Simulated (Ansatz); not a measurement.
**Kick test of a cell of BiRu**

It was reached by relaxing an invented guess, and it needn't be the stable form of this composition.

All numbers below come from DFT PBE, scalar-relativistic, plane waves, PAW in Ansatz 0.2.0. Cutoff 420 eV; k points 16×16×16 on the computed 2-atom cell (Γ-centred); Gaussian smearing, width 0.10 eV; collinear spin from starting moments 0.0 0.4 μB.

The cell below (2 atoms, space group Pm-3m (No. 221)) is relaxed within its symmetry.

```
Bi Ru
1.0
     3.39462    0.00000    0.00000
     0.00000    3.39462    0.00000
     0.00000    0.00000    3.39462
Bi Ru
1 1
Direct
  0.00000 0.00000 0.00000
  0.50000 0.50000 0.50000
```

For the test a repeat of it with 4 atoms (edges 3.39, 3.39, 6.79 Å) was strained at random (σ = 1.5 % a component), the atoms were moved at random (σ = 0.10 Å), and all was relaxed again on a coarse 6×6×4 mesh (in the run’s order of axes) with 0.20 eV smearing, with no symmetry imposed.

These runs have no spin–orbit coupling, which can matter for Bi. Another magnetic order may lie lower.

Q: What happens?

A: It returns, within 1 meV/atom of the unmoved cell on that mesh and with the same symmetry when read at 0.1 Å (P4/mmm at 0.01 Å, so small strains and shifts remain). No instability shows in this cell; modes of other wave vectors, which need another repeat, aren't tested.
